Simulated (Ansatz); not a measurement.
Input:

BeTe:
```
CELL_PARAMETERS angstrom
      0.00000     2.77722     2.77722
      2.77722     0.00000     2.77722
      2.77722     2.77722     0.00000
ATOMIC_POSITIONS crystal
  Be 0.00000 0.00000 0.00000
  Te 0.25000 0.25000 0.25000
```

This is the LDA-relaxed structure. Tensor components refer to the Cartesian frame of this cell.

All from the program Ansatz at the LDA level (PAW), unless another level is named. Give the piezoelectric stress constants (proper, relaxed ions, C/m²).

e14 = e25 = e36 = -0.17.

Give the highest zone-centre frequency (without LO–TO term).

14.42 THz.

Predict the Hill bulk and shear moduli.

63.8 and 43.1 GPa.

Space group F-43m (zinc blende). The LDA relaxation kept the symmetry of its start. Signs of piezoelectric constants follow the polarity of the cell as given. Spin–orbit coupling is left out wherever it is not named.

Potentials: the earlier of the program's two PAW sets. The files were generated under PBE; for other functionals the program regenerates the frozen cores, and for LDA and PBEsol the local potential too.
